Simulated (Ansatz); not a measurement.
As₂Se: pressure against volume

As₂Se, I4_1/amd, a = 7.028 Å, c = 5.244 Å. The structure is a Materials Project entry; whether it is the stable form wasn't checked. Ansatz: r2SCAN, PAW, 500 eV, Γ-centred 8×8×8 mesh on 6 atoms, Gaussian smearing 0.10 eV; no spin polarisation. Shape and atoms are relaxed at each volume; pressure is positive in compression.

| V (Å³/atom) | P (GPa) |
| --- | --- |
| 20.291 | 5.15 |
| 20.938 | 2.38 |
| 21.586 | 0.00 |
| 22.234 | -2.04 |
| 22.881 | ? |

**Question.** Take V0 = 21.586 Å³/atom, fit the third-order Birch–Murnaghan form to the other rows, and predict the missing pressure.

**Answer.** With the Eulerian strain f = ½[(V0/V)^(2/3) − 1] and y = P/[3f(1 + 2f)^(5/2)], the form is the line y = B0 + 1.5 B0 (B0′ − 4) f. Rows (f, y): 0.02105, 73.6; 0.01026, 73.5; -0.00976, 73.2. Means f = 0.007183, y = 73.433; Σ(Δf)² = 0.0004888, ΣΔfΔy = 0.006470; the slope is their ratio. y = 73.34 + 13.24 f GPa, so B0 = 73.3 GPa and B0′ = 4 + 2 × (13.24)/(3 × 73.34) = 4.12. At V = 22.881, f = -0.01905, y = 73.09 and P = -3.79 GPa. The run gave -3.78 GPa, so the fit is 0.01 GPa too low, a small miss on the scale of the series. The form still works here, 33 % of the fitted range beyond its end.